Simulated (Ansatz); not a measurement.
TaAl:
```cif
data_AlTa
_chemical_formula_sum 'Ta1 Al1'
_space_group_name_H-M_alt 'Pm-3m'
_space_group_IT_number 221
_space_group_name_Hall '-P 4 2 3'
_cell_length_a 3.19594
_cell_length_b 3.19594
_cell_length_c 3.19594
_cell_angle_alpha 90.000
_cell_angle_beta 90.000
_cell_angle_gamma 90.000
loop_
_atom_site_label
_atom_site_type_symbol
_atom_site_symmetry_multiplicity
_atom_site_Wyckoff_symbol
_atom_site_fract_x
_atom_site_fract_y
_atom_site_fract_z
_atom_site_occupancy
Ta1 Ta 1 a 0.00000 0.00000 0.00000 1
Al1 Al 1 b 0.50000 0.50000 0.50000 1
```

Relaxed with PBEsol.

**Question.** Decompose the optical modes at the zone centre into irreducible representations, and say which are infrared and Raman allowed.

**Answer.** Point group m-3m: Γ_opt = T1u. Infrared: T1u. Raman: none.

**Question.** Assign frequencies (DFPT, DFT-PBEsol in the program Ansatz with PAW potentials).

**Answer.** T1u 296 cm⁻¹.

The start of the workflow was typed in or built on a structure type; neither database checked (COD, Materials Project) lists it. Its standing as an ambient phase is unchecked. The PBEsol relaxation kept the symmetry of its start. At this level the phase is mechanically unstable. The run is not spin-polarised. As this level gives no gap, phonon frequencies hold no LO–TO term and depend on the k-mesh and smearing (Fermi–Dirac, 0.1 eV here). Spin–orbit coupling is left out wherever it is not named.

Potentials: the later of the program's two PAW sets.
